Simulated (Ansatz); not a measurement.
An ordered 8-atom cell of Ga4PN3 on the zincblende lattice (P-43m), relaxed with r2SCAN. N has 4 Ga at 2.01 Å; Ga has 3 N at 2.01 Å and 1 P at 2.21 Å; P has 4 Ga at 2.21 Å.

Space group P-43m (No. 215). a = 4.746 Å, b = 4.746 Å, c = 4.746 Å, α = 90.00°, β = 90.00°, γ = 90.00°
```json
{"atom": "N", "site": "3d", "symmetry": "-42.m", "x": "0.5000", "y": "0.0000", "z": "0.0000"}
{"atom": "Ga", "site": "4e", "symmetry": ".3m", "x": "0.2307", "y": "0.7693", "z": "0.7693"}
{"atom": "P", "site": "1b", "symmetry": "-43m", "x": "0.5000", "y": "0.5000", "z": "0.5000"}
```

The questions ask for values computed with Ansatz 0.2.0 on this geometry. The calculation is non-magnetic, and the structure need not be a phase that has been made.

Given (6×6×6 mesh): With r2SCAN the gap is 0.13 eV and direct, at Γ.

**Question.** Estimate the gap with PBE on 6×6×6.

**Answer.** PBE gives a gap of zero: filled and empty bands touch at Γ.

**Question.** Estimate the gap with PBE+SOC on 6×6×6.

**Answer.** PBE+SOC gives a gap of zero: filled and empty bands touch at Γ. Spin-orbit coupling itself accounts for 0.00 eV.

**Question.** What does HSE06 give for the gap (4×4×4 mesh)?

**Answer.** With HSE06 the gap is 0.69 eV and direct, at Γ. The gap differs by +0.56 eV from r2SCAN's.

Only the levels marked +SOC include spin-orbit coupling.

The meshes of the hybrids are coarse, so their gaps aren't converged to the digits shown.
